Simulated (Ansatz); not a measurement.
Rb2SbF6 in Ansatz, relaxation

Input:

```yaml
crystal:
  lattice:
    - [5.959473, 0.0, 0.0]
    - [-2.979736, 5.161057, 0.0]
    - [0.0, 0.0, 4.904789]
  atoms:
    - { symbol: Rb, position: [0.3333, 0.6667, 0.695] }
    - { symbol: Rb, position: [0.6667, 0.3333, 0.305] }
    - { symbol: F, position: [0.144, 0.856, 0.213] }
    - { symbol: F, position: [0.144, 0.288, 0.213] }
    - { symbol: F, position: [0.712, 0.856, 0.213] }
    - { symbol: F, position: [0.856, 0.144, 0.787] }
    - { symbol: F, position: [0.288, 0.144, 0.787] }
    - { symbol: F, position: [0.856, 0.712, 0.787] }
    - { symbol: Sb, position: [0.0, 0.0, 0.0] }
  symmetry: { tolerance: 0.0003 }
kpoints:
  mp_grid: { grid: [5, 5, 6], shift: [0, 0, 0] }
magnetization:
  spin_polarized: false
scf:
  occupations: { method: fermi_dirac }
  lower_state_search: "off"
hamiltonian:
  pseudopotentials: { kind: paw }
  xc: r2scan
basis:
  ecutwfc: 500
  fft_grid_basis: typed
relax:
  max_steps: 60
  cell: { p_target: 0.0 }
output:
  forces: true
  stress: true
  eigenvalues: true
  bader: true
  populations: true
  elf: true
  write_potential: true
  volumetric_format: npy
  dos:
    e_range: [-12, 8]
    de: 0.05
    projected: { site_lists: { F: [F], Rb: [Rb], Sb: [Sb] } }
  write_density: true
checkpoint:
  read: saved_state
```

The command:

```bash
ansatz run input.yaml --threads 2 --pin off --max-ram 2560MiB --backend cpu --events-out ev --progress --plain --runs-dir out
```

Origin of the cell: a known structure type with other elements, at an estimated volume, so it need not be a known compound.

The smearing width isn't typed, so it takes its default of 0.1 eV.

The saved state is a converged single point of the same cell.

Steps («new basis» is an SCF on plane waves selected anew at the same cell):

| step | ΔF (meV/atom) | max force component (eV/Å) | P (GPa) | volume (Å³) | SCF iterations | step was |
| --- | --- | --- | --- | --- | --- | --- |
| 1 | 0.0 | 4.470 | 22.37 | 150.86 | 5 | accepted |
| 2 | -300.8 | 1.695 | 5.84 | 167.55 | 8 | accepted |
| 3 | -370.4 | 0.180 | 1.22 | 154.88 | 8 | accepted |
| 4 | -372.4 | 0.024 | 0.06 | 157.11 | 5 | accepted |
| 5 | -372.7 | 0.016 | -0.10 | 156.92 | 7 | accepted |
| 6 | -372.8 | 0.006 | 0.01 | 156.66 | 7 | accepted |
| 7 | -373.0 | 0.006 | -0.04 | 156.66 | 7 | new basis |

Step 1, with forces in eV/Å:

```xyz
9
Lattice="5.959 0.000 0.000 -2.980 5.161 0.000 0.000 0.000 4.905" Properties=species:S:1:pos:R:3:forces:R:3 pbc="T T T" step=1
Rb    0.000    3.441    3.409    0.000    0.000   -0.075
Rb    2.980    1.720    1.496    0.000    0.000    0.075
F    -1.692    4.418    1.045    3.871   -2.235    2.972
F     0.000    1.486    1.045    0.000    4.470    2.972
F     1.692    4.418    1.045   -3.871   -2.235    2.972
F     4.672    0.743    3.860   -3.871    2.235   -2.972
F     1.287    0.743    3.860    3.871    2.235   -2.972
F     2.980    3.675    3.860    0.000   -4.470   -2.972
Sb    0.000    0.000    0.000    0.000    0.000    0.000
```

Step 2, with forces in eV/Å:

```xyz
9
Lattice="6.191 0.000 0.000 -3.095 5.361 0.000 0.000 0.000 5.048" Properties=species:S:1:pos:R:3:forces:R:3 pbc="T T T" step=2
Rb    0.000    3.574    3.467    0.000    0.000    0.019
Rb    3.095    1.787    1.581    0.000    0.000   -0.019
F    -1.706    4.559    1.096    1.468   -0.848    1.060
F     0.000    1.604    1.096    0.000    1.695    1.060
F     1.706    4.559    1.096   -1.468   -0.848    1.060
F     4.801    0.802    3.953   -1.468    0.848   -1.060
F     1.390    0.802    3.953    1.468    0.848   -1.060
F     3.095    3.757    3.953    0.000   -1.695   -1.060
Sb    0.000    0.000    0.000    0.000    0.000    0.000
```

Step 3, with forces in eV/Å:

```xyz
9
Lattice="6.041 0.000 0.000 -3.021 5.232 0.000 0.000 0.000 4.901" Properties=species:S:1:pos:R:3:forces:R:3 pbc="T T T" step=3
Rb    0.000    3.488    3.416    0.000    0.000    0.022
Rb    3.021    1.744    1.484    0.000    0.000   -0.022
F    -1.553    4.385    1.112    0.156   -0.090    0.100
F     0.000    1.694    1.112    0.000    0.180    0.100
F     1.553    4.385    1.112   -0.156   -0.090    0.100
F     4.574    0.847    3.789   -0.156    0.090   -0.100
F     1.467    0.847    3.789    0.156    0.090   -0.100
F     3.021    3.537    3.789    0.000   -0.180   -0.100
Sb    0.000    0.000    0.000    0.000    0.000    0.000
```

Step 4, with forces in eV/Å:

```xyz
9
Lattice="6.115 0.000 0.000 -3.058 5.296 0.000 0.000 0.000 4.851" Properties=species:S:1:pos:R:3:forces:R:3 pbc="T T T" step=4
Rb    0.000    3.531    3.401    0.000    0.000    0.014
Rb    3.058    1.765    1.450    0.000    0.000   -0.014
F    -1.575    4.440    1.107    0.021   -0.012    0.001
F     0.000    1.712    1.107    0.000    0.024    0.001
F     1.575    4.440    1.107   -0.021   -0.012    0.001
F     4.633    0.856    3.744   -0.021    0.012   -0.001
F     1.483    0.856    3.744    0.021    0.012   -0.001
F     3.058    3.584    3.744    0.000   -0.024   -0.001
Sb    0.000    0.000    0.000    0.000    0.000    0.000
```

Step 5, with forces in eV/Å:

```xyz
9
Lattice="6.136 0.000 0.000 -3.068 5.314 0.000 0.000 0.000 4.812" Properties=species:S:1:pos:R:3:forces:R:3 pbc="T T T" step=5
Rb    0.000    3.543    3.391    0.000    0.000    0.001
Rb    3.068    1.771    1.421    0.000    0.000   -0.001
F    -1.579    4.454    1.100   -0.014    0.008   -0.012
F     0.000    1.719    1.100    0.000   -0.016   -0.012
F     1.579    4.454    1.100    0.014    0.008   -0.012
F     4.647    0.860    3.712    0.014   -0.008    0.012
F     1.489    0.860    3.712   -0.014   -0.008    0.012
F     3.068    3.595    3.712    0.000    0.016    0.012
Sb    0.000    0.000    0.000    0.000    0.000    0.000
```

Step 7, with forces in eV/Å:

```xyz
9
Lattice="6.143 0.000 0.000 -3.071 5.320 0.000 0.000 0.000 4.794" Properties=species:S:1:pos:R:3:forces:R:3 pbc="T T T" step=7
Rb    0.000    3.546    3.379    0.000    0.000    0.006
Rb    3.071    1.773    1.415    0.000    0.000   -0.006
F    -1.582    4.460    1.098   -0.001    0.001   -0.002
F     0.000    1.720    1.098    0.000   -0.001   -0.002
F     1.582    4.460    1.098    0.001    0.001   -0.002
F     4.653    0.860    3.697    0.001   -0.001    0.002
F     1.490    0.860    3.697   -0.001   -0.001    0.002
F     3.071    3.600    3.697    0.000    0.001    0.002
Sb    0.000    0.000    0.000    0.000    0.000    0.000
```

* Free energy lowered by: 373.0 meV/atom
* Volume change: 3.84 %
* Final pressure: -0.04 GPa
* Relaxation steps listed: 7
* Formation energy (elements under the same functional, gases as molecules, uncorrected): -2.719 eV/atom

Caveats: no moments, though an odd count or open d shells may carry them; no spin-orbit coupling, though heavy elements are present; the relaxation held the start's symmetry, so the end may be a saddle point.

The run took 100 s on 2 threads of Arm Neoverse V2, on a shared host, peak memory 0.83 GiB, from a saved density.
